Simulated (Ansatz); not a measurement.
## Ionic part of the dielectric constant of CaC2 at 41 GPa, mode by mode

These are results of Ansatz 0.2.0, DFT PBE, scalar-relativistic, plane waves, PAW, not measurements. Cutoff 420 eV, 9×9×9 k-points (Γ-centred), fixed occupations. No spin polarisation. Phonons by linear response, acoustic sum rule imposed.

It takes space group R-3m (No. 166, trigonal). Conventional cell: a = 3.472 Å, b = 3.472 Å, c = 10.287 Å, α = 90.00°, β = 90.00°, γ = 120.00°. Ca (site symmetry -3m) is surrounded by 6 C at 2.29 Å. C (site symmetry 3m) has 1 C at 1.23 Å as nearest neighbours.

Other phases may be more stable at this pressure.

The primitive cell has V = 35.80 Å³ and ε∞,yy = 4.433. Each polar mode adds Δε = (4.92064×10⁷/V)·S/ν² along y, with S its oscillator strength in e²/amu, ν in cm⁻¹ and V in Å³.

Question: From these modes, find each Δε and ε0,yy.
```tsv
ν (cm⁻¹)	S_yy (e²/amu)
499.5	0.3654
```

Answer:
```
ν (cm⁻¹)    Δε
   499.5  2.01
```

The sum is 2.013, so ε0,yy = 6.45; the run's tensor has 6.45.

Question: Where do the longitudinal modes lie for a wave vector along y?

Answer: At 602 cm⁻¹. The Lyddane–Sachs–Teller product Π(ν_LO/ν_TO)² = 1.45 matches ε0/ε∞ = 1.45.

Whether CaC2 exists in this form wasn't checked.